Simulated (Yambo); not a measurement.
```
CsH
1.0
    3.81841     0.00000     0.00000
    0.00000     3.81841     0.00000
    0.00000     0.00000     3.81841
H Cs
1 1
Cartesian
  1.90921   1.90921   1.90921
  0.00000   0.00000   0.00000
```

CsH (CsCl type, space group Pm-3m, No. 221): mean Im ε in 1 eV windows above the direct gap of 4.55 eV, for different electron-hole kernels (Yambo, broadening 0.15 eV, PBEsol (pw.x of Quantum ESPRESSO, ONCV potentials, no spin-orbit coupling) bands; 10×10×10 mesh, 1 valence and 6 conduction bands, static screening with 23 bands and a 4 Ry block, scissor 1.96 eV, Tamm-Dancoff; field along x).

| window (eV) | independent quasiparticles | RPA (no attraction) | BSE |
|---|---|---|---|
| 4.5 to 5.5 | 1.7 | 1.2 | 4.8 |
| 5.5 to 6.5 | 3.4 | 2.4 | 2.5 |
| 6.5 to 7.5 | 3.6 | 3.4 | 1.8 |
| 7.5 to 8.5 | 2.2 | 2.1 | 1.6 |
| 8.5 to 9.5 | 2.1 | 2.5 | 0.7 |
| 9.5 to 10.5 | 1.1 | 1.8 | 0.3 |

This run doesn't resolve bound excitons or single peaks, so only averages are given, and they too depend on the mesh; weight that the attraction moves below the gap isn't listed. All transitions below 11.86 eV are in the band window. The scissor comes from a G0W0 run whose convergence isn't established.

Geometry of the Materials Project entry, not relaxed at this level.

The structure is a Materials Project entry; no match was found in the copy of COD used, and its stability was not checked.
